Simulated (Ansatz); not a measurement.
CuRhO$_{2}$ in space group R-3m (No. 166; Cu on 3a, Rh on 3b, O on 6c) at seven volumes, PBEsol (plane waves, PAW; program Ansatz), shape and atoms relaxed at each. One row is withheld.

```csv
V (Å³/atom),P (GPa)
10.478,19.18
10.824,?
11.169,5.61
11.515,0.00
11.860,-4.87
12.205,-9.08
12.551,-12.71
```

Fit the shown pressures and predict the withheld one.

Third-order Birch–Murnaghan: P = (3/2)B₀(x^(7/2) − x^(5/2))[1 + (3/4)(B′ − 4)(x − 1)] with x = (V₀/V)^(2/3). Least squares on the six rows gives V₀ = 11.515 Å³/atom, B₀ = 172.4 GPa, B′ = 3.52. At V = 10.824, x = 1.0421 and P = 11.89 GPa. The run itself gave 11.96 GPa.

The workflow started from a Materials Project entry (that database holds measured and hypothetical structures alike); the Crystallography Open Database files this formula in space group No. 166, but the cells were not matched. Its standing as an ambient phase is unchecked. The PBEsol relaxation kept the symmetry of its start; its stability against distortions is not shown here. No spin polarisation was allowed. No Hubbard U is applied.

Potentials: the later of the program's two PAW sets.
